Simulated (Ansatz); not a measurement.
Consider the following.

BaCu:
```
BaCu
1.0
    4.46398     0.00000     0.00000
   -2.23199     3.86592     0.00000
    0.00000     0.00000    16.62694
Ba Cu
4 4
Direct
  0.33333   0.66667   0.37383
  0.66667   0.33333   0.62617
  0.66667   0.33333   0.87383
  0.33333   0.66667   0.12617
  0.66667   0.33333   0.25000
  0.33333   0.66667   0.75000
  0.00000   0.00000   0.75000
  0.00000   0.00000   0.25000
```

This is the r²SCAN-relaxed structure.

Q: All from the program Ansatz at the r²SCAN level (PAW), unless another level is named. Give the formation energy from the elements (no fitted shifts).

A: -0.039 eV/atom.

Q: Next, the density of states at the Fermi level?

A: 0.39 states/eV per atom (mean over ±0.08 eV).

Space group P6_3/mmc. The first step of the workflow began from a Materials Project structure, measured or hypothetical; the Crystallography Open Database copy checked does not list it. Whether it is the stable phase at ambient conditions was not checked. The cell was relaxed with r²SCAN under the symmetry of its start; whether a distortion lowers the energy is not shown. The run is not spin-polarised. The references are the lowest solids computed at this level, not always the standard phases. Spin–orbit coupling is left out wherever it is not named.

Potentials: the later of the program's two PAW sets.
